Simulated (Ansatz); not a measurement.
All numbers below come from DFT PBE, scalar-relativistic, plane waves, PAW, and for the lanthanide a 4f-in-core norm-conserving potential (Ansatz). Settings: cutoff 690 eV, Γ-centred meshes spaced at most about 0.3 Å⁻¹, and about 0.25 Å⁻¹ or finer for metals (2π included), Gaussian smearing. No spin polarisation in the final relaxations.

These are static total energies at zero pressure.

Compare these two cells of Na₃SmP₂, each relaxed at this level.

A.

```
Na Sm P
1.0
     7.49657    0.00000    0.00000
    -3.74829    6.49222    0.00000
     0.00000    0.00000    3.42389
Na Sm P
3 1 2
Direct
  0.50000 0.00000 0.00000
  0.00000 0.50000 0.00000
  0.50000 0.50000 0.00000
  0.00000 0.00000 0.00000
  0.33333 0.66667 0.50000
  0.66667 0.33333 0.50000
```

B.

```
Na Sm P
1.0
     5.70035    0.00000    0.00000
     0.00000    5.70035    0.00000
     0.00000    0.00000    7.25721
Na Sm P
3 1 2
Cartesian
  0.0000 2.8502 3.6286
  2.8502 0.0000 3.6286
  2.8502 2.8502 3.6286
  0.0000 0.0000 0.0000
  0.0000 0.0000 2.5594
  0.0000 0.0000 4.6978
```

Problem. Which is lower in energy, and by how much?

Solution. B is lower, by 174 meV/atom. A has space group P6/mmm (No. 191), 27.8 Å³/atom and no gap on its mesh; B has space group P4/mmm (No. 123), 39.3 Å³/atom and no gap. Counting P atoms around Na and Sm (those within 1.25 times the shortest such distance or 1.15 times the sum of covalent radii, 1.27 where that leaves under three; the shortest distance is added where it exceeds 1.18 times the sum of covalent radii; a slash parts the counts of unlike sites), A has Na 4, Sm 12 from 4.7 Å and B has Na 4/8 from 4.2 Å, Sm 2. B holds P–P pairs (shortest 2.14 Å); in A the shortest P–P distance is 3.42 Å. The lower one is the more open, so pressure narrows the difference. Even the lower one lies +0.14 eV/atom against the reference forms of the elements (uncorrected), so neither is stable at this level. Both come from invented guesses. A third cell relaxed alike, in P6/mmm, lies 295 meV/atom below the lower of the two.

Cells relaxed within their symmetry can be saddle points.

The lanthanide is trivalent by construction, without f bands, f moments or other valences.
